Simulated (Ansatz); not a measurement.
Cold compression of Nb (hcp type)

```xyz
2
Lattice="2.8108 0.0000 0.0000 -1.4054 2.4342 0.0000 0.0000 0.0000 5.1555" Properties=species:S:1:pos:R:3 pbc="T T T"
Nb    0.0000    1.6228    1.2889
Nb    1.4054    0.8114    3.8666
```

The cell comes from a relaxation on PAW files under the same functional, begun from a prototype that needn't be the stable phase.

Its volume is scaled, and at each volume shape and atoms are relaxed on PAW files; all methods then take that cell.

Level of theory: DFT with LDA, scalar-relativistic, in Ansatz 0.2.0; a Γ-centred 15×15×8 k mesh, Fermi–Dirac smearing of 0.05 eV, no spin polarisation. LAPW: all electrons, basis error target 1 meV/atom; PAW: frozen-core files, cutoff 420 eV; crystal datasets: all electrons, by PAW datasets that the program makes for each cell; norm-conserving: pseudopotentials, cutoff 1116 eV; PAW (cutoff 300 eV): frozen-core files, cutoff 300 eV.

Energies are extrapolated to zero smearing and count from the unscaled cell; pressure is positive in compression; gaps take the mesh and a band path. No temperature or zero-point motion is included.

The PAW files were made under PBE. The structure type is held throughout; the real material can change phase at far lower pressure.

```json
{"V/V0": "1.00", "V (Å³/atom)": "17.64", "P LAPW (GPa)": "0.00", "ΔE LAPW (eV/atom)": "0.000", "P PAW − LAPW (GPa)": "0.01", "ΔE PAW − LAPW (meV/atom)": "0.0", "space group": "P6_3/mmc", "shortest distance (Å)": "2.811"}
{"V/V0": "0.95", "V (Å³/atom)": "16.76", "P LAPW (GPa)": "?", "ΔE LAPW (eV/atom)": "0.027", "P PAW − LAPW (GPa)": "0.00", "ΔE PAW − LAPW (meV/atom)": "0.0", "space group": "P6_3/mmc", "shortest distance (Å)": "2.767"}
{"V/V0": "0.85", "V (Å³/atom)": "14.99", "P LAPW (GPa)": "39.3", "ΔE LAPW (eV/atom)": "0.285", "P PAW − LAPW (GPa)": "-0.02", "ΔE PAW − LAPW (meV/atom)": "0.0", "space group": "P6_3/mmc", "shortest distance (Å)": "2.673"}
{"V/V0": "0.75", "V (Å³/atom)": "13.23", "P LAPW (GPa)": "87.6", "ΔE LAPW (eV/atom)": "0.962", "P PAW − LAPW (GPa)": "-0.07", "ΔE PAW − LAPW (meV/atom)": "-0.4", "space group": "P6_3/mmc", "shortest distance (Å)": "2.574"}
{"V/V0": "0.65", "V (Å³/atom)": "11.46", "P LAPW (GPa)": "168.2", "ΔE LAPW (eV/atom)": "2.327", "P PAW − LAPW (GPa)": "-0.22", "ΔE PAW − LAPW (meV/atom)": "-1.9", "space group": "P6_3/mmc", "shortest distance (Å)": "?"}
{"V/V0": "0.55", "V (Å³/atom)": "9.70", "P LAPW (GPa)": "314.0", "ΔE LAPW (eV/atom)": "4.897", "P PAW − LAPW (GPa)": "-0.70", "ΔE PAW − LAPW (meV/atom)": "-6.7", "space group": "P6_3/mmc", "shortest distance (Å)": "2.353"}
{"V/V0": "0.45", "V (Å³/atom)": "7.94", "P LAPW (GPa)": "609.2", "ΔE LAPW (eV/atom)": "9.755", "P PAW − LAPW (GPa)": "-2.10", "ΔE PAW − LAPW (meV/atom)": "-20.8", "space group": "P6_3/mmc", "shortest distance (Å)": "2.238"}
{"V/V0": "0.40", "V (Å³/atom)": "7.06", "P LAPW (GPa)": "889.4", "ΔE LAPW (eV/atom)": "13.814", "P PAW − LAPW (GPa)": "-3.69", "ΔE PAW − LAPW (meV/atom)": "-36.9", "space group": "P6_3/mmc", "shortest distance (Å)": "2.118"}
```

Question: Give the missing entry: row "0.95", column "P LAPW (GPa)".

Answer: 10.16.

Question: Give the missing entry: row "0.65", column "shortest distance (Å)".

Answer: 2.470.

Question: Fit the Vinet equation to the LAPW pressures over the whole range, with residuals weighted by 1/(|P| + 0.03·Pmax).

Answer: V0 = 17.67 Å³/atom, B0 = 166 GPa and B0′ = 4.22, and the fit misses no point by more than 25 GPa. A fit over so wide a range pins B0 less well than one near rest.

Question: From the table, what is the rise of the enthalpy H = E + pV up to the last row, and how stiff is the crystal between the last two rows?

Answer: ΔH = 13.814 eV + (889.4 GPa × 7.06 Å³ + 0.00 GPa × 17.64 Å³) × 0.006242 eV/(GPa·Å³) = 52.98 eV/atom, of which pV makes 74 %. The mean bulk modulus there is −ΔP/Δln V = 2380 GPa.

Question: At the smallest volume, how far do crystal datasets and norm-conserving and PAW (cutoff 300 eV) lie from LAPW in pressure?

Answer: crystal datasets: +0.01 GPa; norm-conserving: +7.23 GPa; PAW (cutoff 300 eV): -5.79 GPa, on a LAPW pressure of 889.4 GPa.

Question: How do the Löwdin populations by LAPW change from the unscaled cell to the last row?

Answer: Nb 4s 1.93 → 1.74, Nb 5s 0.68 → 0.33, Nb 4p 5.97 → 5.69, Nb 4d 4.38 → 5.19 electrons an atom. These are projections on the shells that the free atoms fill; 0.08 e a cell lies outside them at the start and 0.14 e at the end.
